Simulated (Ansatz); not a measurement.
Bi2S3 (Pnma), relaxed with PBE+D3(BJ) (Ansatz, a quantum-chemistry and plane-wave program, plane waves, PAW): a = 11.1348 Å, b = 3.9795 Å, c = 10.9650 Å, α = 90.00°, β = 90.00°, γ = 90.00°.

* **gap (eV)**: 1.21
* **ΔH_f (eV/atom)**: -0.44
* **B₀ by P(V) fit (GPa)**: 39.1
* **K_Hill (GPa)**: 41.2
* **G_Hill (GPa)**: 22.6
* **highest Γ mode, no LO–TO term (cm⁻¹)**: 291
* **electron conductivity mass (mₑ)**: 0.42
* **Θ_D (K)**: 205

The same phase is relaxed and computed with r²SCAN+D4 in the same code. What are the cell and these values now?

a = 11.4167 Å, b = 3.9876 Å, c = 11.1043 Å, α = β = γ = 90.00°.

gap (eV): 1.67
ΔH_f (eV/atom): -0.45
B₀ by P(V) fit (GPa): 31.1
K_Hill (GPa): 33.8
G_Hill (GPa): 17.6
highest Γ mode, no LO–TO term (cm⁻¹): 306
electron conductivity mass (mₑ): 0.43
Θ_D (K): 182

All cells were relaxed under the symmetry of their starts (and spin orders); stability against distortions was not tested throughout. Scalar-relativistic: spin–orbit coupling is off unless named, which matters more the heavier the elements.

Potentials: the later of the program's two PAW sets.

Ansatz is a plane-wave DFT program.

Formation energies count from the lowest solids of the elements computed at the same level, not from gases.
